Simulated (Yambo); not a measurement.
Yambo run on MgCrO4 (space group Cmcm, No. 63). The wavefunctions are PBEsol (Quantum ESPRESSO, PseudoDojo norm-conserving, 94 Ry, scalar-relativistic) ones on a 2×2×2 mesh (48 occupied bands); a = b = 4.9864 Å, c = 6.3368 Å, α = β = 90.00°, γ = 113.25°.

Yambo input:

```
rim_cut
gw0
dyson
el_el_corr
HF_and_locXC
cohsex
em1s
RandQpts= 1000000
RandGvec= 1 Ry
EXXRLvcs= 94 Ry
VXCRLvcs= 376 Ry
Chimod= "HARTREE"
% BndsRnXs
 11 | 231 |
%
NGsBlkXs= 7 Ry
% LongDrXs
 1.0 | 1.0 | 1.0 |
%
ExtendOut
% QPkrange
 1 | 1 | 48 | 49 |
 5 | 5 | 49 | 49 |
%
```

k points by index: 1 = Γ, 5 = (-0.5, -0.5, 0).

Table of the .qp output:

```
#    K-point    Band    Eo [eV]    E [eV]    E-Eo [eV]    Vxc [eV]    Vnlxc [eV]    Sc|Eo [eV]    Re(Z)    Im(Z)
#
    1    48    0.000000    -2.402451    -2.402451    -19.76642    -24.69600    2.527132    1.000000    0.000000
    1    49    2.485596    3.780382    1.294787    -23.27127    -16.94907    -5.027421    1.000000    0.000000
    5    49    2.396612    3.734712    1.338099    -23.63545    -17.10855    -5.188797    1.000000    0.000000
```
(The two width columns are left out.) Convergence of these settings isn't established.

Geometry of the Materials Project entry, not relaxed at this level.

The runs are not spin-polarised; magnetic order was not tried.
